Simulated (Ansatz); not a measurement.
RuBr2 (1T monolayer) was relaxed with 5 functionals in Ansatz 0.2.0, cell and atoms free, the symmetry of the start kept (meshes: PBE 6×6×1, r2SCAN 12×12×1, PBEsol 12×12×1, LDA 12×12×1, HSE06 6×6×1). (Calculated; spin-unpolarised; the phase may be known or hypothetical.)

The PBEsol result:
```
Ru Br
1.0
     3.71941    0.00000    0.00000
    -1.85970    3.22110    0.00000
     0.00000    0.00000   30.20011
Ru Br
1 2
Direct
  0.00000 0.00000 0.29801
  0.33333 0.66667 0.34065
  0.66667 0.33333 0.25538
```
Periodic in the plane only; c spans the vacuum.

The sheet's in-plane cell has a = 3.719 Å, b = 3.719 Å (γ = 120.0°), and its outermost atoms lie 2.58 Å apart along the normal. Ru is surrounded by 6 Br at 2.50 Å; Br is surrounded by 3 Ru at 2.50 Å.

Question: What lattice does r2SCAN give?

Answer: a = 3.744 Å; the area differs by +1.3 % from PBEsol's. Ru is surrounded by 6 Br at 2.54 Å; Br is surrounded by 3 Ru at 2.54 Å.

Question: What lattice does PBE give?

Answer: a = 3.778 Å; the area differs by +3.2 % from PBEsol's. Ru is surrounded by 6 Br at 2.55 Å; Br is surrounded by 3 Ru at 2.55 Å.

Question: Held at the r2SCAN cell, what mean stress does LDA find, and does its sign point to its own minimum?

Answer: Yes. LDA -3.48 N/m, and its relaxed area is -3.0 % from r2SCAN's. Compression counts positive, so a positive stress asks for a larger cell.
